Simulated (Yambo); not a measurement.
Yambo run on CaO (rock salt, space group Fm-3m, No. 225). The wavefunctions come from this Quantum ESPRESSO step (PBEsol, PseudoDojo standard norm-conserving files, scalar-relativistic):

```
&CONTROL
  calculation = 'nscf'
  pseudo_dir = './pseudo'
  outdir = './out'
/
&SYSTEM
  ibrav = 0
  nat = 2
  ntyp = 2
  ecutwfc = 84.0
  ecutrho = 336.0
  occupations = 'fixed'
  force_symmorphic = .true.
  nbnd = 66
/
&ELECTRONS
  conv_thr = 2e-09
  diago_full_acc = .true.
  diago_thr_init = 1e-08
/
ATOMIC_SPECIES
O 15.9990 O.upf
Ca 40.0780 Ca.upf
CELL_PARAMETERS angstrom
  0.000000000000   2.381446722000   2.381446722000
  2.381446722000   0.000000000000   2.381446722000
  2.381446722000   2.381446722000   0.000000000000
ATOMIC_POSITIONS crystal
O   0.500000000000   0.500000000000   0.500000000000
Ca   0.000000000000   0.000000000000   0.000000000000
K_POINTS automatic
6 6 6 0 0 0
```

Yambo input:

```
rim_cut
gw0
dyson
el_el_corr
HF_and_locXC
ppa
em1d
RandQpts= 1000000
RandGvec= 1 Ry
EXXRLvcs= 84 Ry
VXCRLvcs= 336 Ry
Chimod= "HARTREE"
% BndsRnXp
 1 | 64 |
%
NGsBlkXp= 10 Ry
% LongDrXp
 1.0 | 1.0 | 1.0 |
%
PPAPntXp= 27.2114 eV
% GbndRnge
 1 | 64 |
%
GTermKind= "BG"
DysSolver= "n"
ExtendOut
% QPkrange
 1 | 1 | 8 | 9 |
 4 | 4 | 8 | 9 |
 13 | 13 | 8 | 9 |
%
```

k points by index: 1 = Γ, 4 = L, 13 = X.

Resulting energies as the program prints them:

```
#    K-point    Band    Eo [eV]    E [eV]    E-Eo [eV]    Vxc [eV]    Vnlxc [eV]    Sc|Eo [eV]    Sc|E [eV]    dSc/dw|Eo [eV]    Re(Z)    Im(Z)
#
    1    8    0.000000    -1.115786    -1.115786    -19.25667    -24.58239    3.907288    4.209930    -7.379876    0.786653    -0.001311
    1    9    4.819685    5.548439    0.728754    -11.38060    -6.653123    -3.864936    -3.998727    -4.995162    0.844901    -0.880128E-3
    4    8    -1.258633    -2.425754    -1.167121    -17.79801    -23.24188    3.953222    4.276744    -7.541754    0.782987    -0.001699
    4    9    7.148781    8.922662    1.773882    -16.22008    -9.542261    -4.514842    -4.903940    -5.968934    0.820106    0.623429E-3
    13    8    -0.370442    -1.571320    -1.200878    -18.83502    -24.29280    3.931399    4.256903    -7.374956    0.786764    -0.001356
    13    9    3.549262    4.838179    1.288918    -11.60160    -5.966454    -4.121665    -4.346226    -4.740571    0.851634    -0.848303E-3
```
(The two width columns are left out.) Convergence of these settings isn't established.

Geometry relaxed with PBEsol.
